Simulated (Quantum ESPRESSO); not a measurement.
# Convergence of NMR parameters in Li₂Se

```xyz
3
Lattice="0.0000 2.9760 2.9760 2.9760 0.0000 2.9760 2.9760 2.9760 0.0000" Properties=species:S:1:pos:R:3 pbc="T T T"
Li     4.4641     4.4641     4.4641
Li     1.4880     1.4880     1.4880
Se     0.0000     0.0000     0.0000
```
The geometry is a computed Materials Project entry, not a measured one. It is Li2Se in Fm-3m; whether this form has been observed was not checked. Stability against distortions was not tested.

Method: σ by PBE GIPAW on JTH datasets (Quantum ESPRESSO, modified build). The cutoff rises from row to row, with the meshes as listed. Shieldings are absolute and leave out the bulk-susceptibility term; a larger σ means a smaller chemical shift. Spin–orbit coupling is left out; its weight grows with the heaviest atom, Se here. The datasets of Se hold no d projectors, which limits absolute σ on these atoms.

```
setting  cutoff (Ha)         k-mesh
-------  -----------  -------------
A                 10  4×4×4 shifted
B                 20  5×5×5 shifted
C                 30  7×7×7 shifted
```

From which setting on does σ_iso Se (ppm) stay within 2 of the tightest run?

From B on. Differences from the tightest run: A 16.4, B 1.0.

```csv
setting,cutoff (Ha),k-mesh,σ_iso Li (ppm),σ_iso Se (ppm),f-sum rule missed by (%)
A,10,4×4×4 shifted,74.8,2455.7,0.06
B,20,5×5×5 shifted,77.2,2440.3,0.00
C,30,7×7×7 shifted,77.0,2439.3,0.00
```
